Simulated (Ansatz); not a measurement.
The cell is B2AsN as one 8-atom ordering (I-42d) on the zincblende lattice; cell and atoms were relaxed with r2SCAN. Space group I-42d (No. 122), tetragonal; conventional cell a = 4.242 Å, c = 8.307 Å, 9.34 Å³ an atom. N is surrounded by 4 B at 1.66 Å; B is surrounded by 2 N at 1.66 Å and 2 As at 2.03 Å; As is surrounded by 4 B at 2.03 Å.

```
N B As
1.0
    -2.12115    2.12115    4.15339
     2.12115   -2.12115    4.15339
     2.12115    2.12115   -4.15339
N B As
2 4 2
Cartesian
  0.0000 0.0000 0.0000
  2.1212 0.0000 2.0767
  1.3793 1.0606 3.1150
  -1.0606 1.3793 5.1917
  0.7418 1.0606 -1.0383
  1.0606 -1.3793 5.1917
  0.0000 0.0000 4.1534
  0.0000 2.1212 2.0767
```

The questions ask for values computed with Ansatz on this geometry. Non-magnetic throughout. Whether this structure exists isn't addressed.

Question: What gap does PBE give, and where are the band edges?

Answer: With PBE the valence top lies at S₀–Γ (0.90 of the way from S₀) and the conduction bottom at Γ, 2.08 eV higher; the smallest vertical gap, at Γ, is 2.13 eV.

Question: What does r2SCAN give for the gap (8×8×8 mesh)?

Answer: r2SCAN gives an indirect gap of 2.41 eV, from k = (-0.042, 0.036, -0.036) to Γ; the least direct gap is 2.45 eV at Γ. The gap differs by +0.33 eV from PBE's.

Question: What does HSE06 give for the gap (6×6×6 mesh)?

Answer: With HSE06 the valence top lies at k = (-0.042, 0.036, -0.036) and the conduction bottom at Γ, 2.97 eV higher; the smallest vertical gap, at Γ, is 3.03 eV. The gap differs by +0.89 eV from PBE's.

Question: What does PBE0 give for the gap (6×6×6 mesh)?

Answer: PBE0 gives an indirect gap of 3.68 eV, from k = (-0.042, 0.036, -0.036) to Γ; the least direct gap is 3.75 eV at Γ. The gap differs by +1.60 eV from PBE's.

Question: Roughly how does the cost of the PBE+SOC run (8×8×8) compare with r2SCAN's (8×8×8)?

Answer: About 2.8 times as much (90 core-seconds against 30 core-seconds, on 4 threads of Arm Neoverse V2, on a shared host).

Question: What do these levels agree on?

Answer: r2SCAN covers 37 % of the step from PBE to HSE06, while HSE06 needs about 14 times r2SCAN's rough cost (on a coarser mesh). Spin-orbit coupling moves the least or the direct gap by up to 0.05 eV, so it can be left out where a tenth of an eV counts. All these functionals give a gap of the same kind, indirect.

Only the levels marked +SOC include spin-orbit coupling.

Where an edge lies off the special points, it is a point of the mesh or the k point where a search put PBE's edge or least direct gap, reused for the other functionals, whose own edges may lie a little apart; PBE's own value is read along its path and can be a few hundredths of an eV high.

Coordinates of k points refer to the reciprocal vectors of the primitive cell of the runs.
